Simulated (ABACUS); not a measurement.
ABACUS run on a (001) slab of InSb (cut from a parent of space group no. 216; 4 atoms in the cell): self-consistent single point.

Level of theory: LDA (PW92), numerical atomic orbitals SZP (confined pseudo-atomic orbitals with Gaussian additions; energy shift 0.01 Ry), PseudoDojo 0.4 standard norm-conserving LDA (tails mended) pseudopotentials run with ABACUS 3.10.1.

```
InSb
1.0
    4.69039     0.00000     0.00000
   -4.69039     4.69039     0.00000
    0.00000     0.00000    14.97490
In Sb
2 2
Direct
  0.00000   0.00000   0.66611
  0.00000   0.50000   0.44463
  0.50000   0.50000   0.55537
  0.50000   0.00000   0.33389
```

Reference input (self-consistent single point, DFT, LDA (PW92), numerical atomic orbitals SZP (confined pseudo-atomic orbitals with Gaussian additions; energy shift 0.01 Ry), PseudoDojo 0.4 standard norm-conserving LDA (tails mended) pseudopotentials): basis = SZP numerical atomic orbitals, energy shift 0.01 Ry; KPT = Gamma 7 7 1 0 0 0; basis_type = lcao; dft_functional = PWLDA; ecutwfc = 100 Ry; smearing_method = fd; smearing_sigma = 0.00734986 Ry; potentials = PseudoDojo 0.4 standard norm-conserving LDA (tails mended); symmetry = 1; ks_solver = genelpa; scf_nmax = 100; scf_thr = 1.0e-07. This run's input differs from it in these lines:

```diff
@@ -54,3 +54,3 @@
 Gamma
-7 7 1 0 0 0
+2 2 1 0 0 0
```

The program printed (abridged):

```
 SELF-CONSISTENT
 -------------------------------------------

                  longest orb rcut (Bohr) = 8.2
   longest nonlocal projector rcut (Bohr) = 2.42
                     search radius (Bohr) = 21.2

                          real space grid = [ 60, 80, 192 ]
                                 init_chg = atomic

 LCAO ALGORITHM --------------- ION=   1  ELEC=   1--------------------------------

 Density error is 0.0374277929189
 E_KohnSham     -627.4616860071      -8537.0542063841
 E_Fermi        0.0132031419         0.1796379613

 LCAO ALGORITHM --------------- ION=   1  ELEC=   2--------------------------------

   [... lines left out ...]

   [... 12 blocks of this kind left out ...]

 LCAO ALGORITHM --------------- ION=   1  ELEC=  15--------------------------------

 Density error is 2.94732152639e-07
 E_KohnSham     -627.4721840853      -8537.1970400652
 E_Fermi        0.0548774813         0.7466464377

 LCAO ALGORITHM --------------- ION=   1  ELEC=  16--------------------------------

 Density error is 8.70263793477e-08
 E_KohnSham     -627.4721840898      -8537.1970401264
 E_KS(sigma->0) -627.4687103795      -8537.1497778729
 E_entropy(-TS) -0.0069474206        -0.0945245068
 E_Fermi        0.0548789868         0.7466669212
 charge density convergence is achieved
 final etot is -8537.1970401 eV
 EFERMI = 0.74666692118 eV

 STATE ENERGY(eV) AND OCCUPATIONS    NSPIN == 1
   [... 35 lines left out ...]

 TOTAL-FORCE (eV/Angstrom)
                       In1         0.0000000000         0.0000000000        -0.1690401997
                       In2         0.0000000000         0.0000000000        -0.3774615530
                       Sb1         0.0000000000         0.0000000000        -0.1441386657
                       Sb2         0.0000000000         0.0000000000         0.6906404184

 TOTAL-STRESS (KBAR)
       -13.9292499353         0.0000000000         0.0000000000
         0.0000000000         3.3377289061         0.0000000000
         0.0000000000         0.0000000000        -9.4507243997
 TOTAL-PRESSURE: -6.680748 KBAR

 --------------------------------------------
 !FINAL_ETOT_IS -8537.1970401263533859 eV
 --------------------------------------------
```

The run converged in 16 iterations. Against the reference run the free energy goes up by 135 meV/atom and the largest force goes from 0.575 to 0.691 eV/Å.

The atom-centred basis is finite, which shifts total energies and forces against plane waves. No dipole correction was used; where the two faces of such a cut differ, images can couple through a dipole. A single-zeta basis is rough, for pressures and forces above all. This run is one point of a test of settings, so its values need not be converged; read them against the reference run alone. The bare cut can leave dangling bonds, and the run has no spin polarisation, so a lower magnetic or reconstructed surface may exist. No clean gap shows at this smearing width and mesh (spacing up to 0.95 Å⁻¹); the mesh is coarse for partly filled bands, so the values carry mesh errors. Semi-local functionals can close small gaps.

Cost on one core: around 40 core-seconds (rough).

The atomic orbitals were generated for these runs; they are not ABACUS's published sets and were checked against plane waves on a few crystals only.

“Tails mended”: in these copies of the files the far tail of each local potential was reset to the Coulomb form.
